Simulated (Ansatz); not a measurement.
According to the program Ansatz at the r²SCAN level (PAW), TaAl in the CsCl type structure (Pm-3m) relaxes to a = 3.208 Å. Al has 8 nearest neighbours from 2.78 Å (cubic). Its formation energy from the elements is 0.068 eV/atom, with no fitted shifts.

Electronic character: metallic (no gap). Gap from r²SCAN with spin–orbit coupling: none (metallic).

The bulk modulus is 163 GPa. The relaxed-ion elastic constants in GPa are C11 = -13.3, C12 = 252, C44 = 38.6. Bader charges are Ta -0.38, Al +0.38 e.

The start of the workflow was typed in or built on a structure type; neither database checked (COD, Materials Project) lists it. Whether it is the stable phase at ambient conditions was not checked. The r²SCAN relaxation kept the symmetry of its start. At this level the phase is mechanically unstable. No spin polarisation was allowed. As this level gives no gap, shear constants depend on the k-mesh and smearing (Fermi–Dirac, 0.1 eV here). The references are the lowest solids computed at this level, not always the standard phases. Scalar-relativistic: spin–orbit coupling is off unless named, which matters more the heavier the elements.

Potentials: the later of the program's two PAW sets.
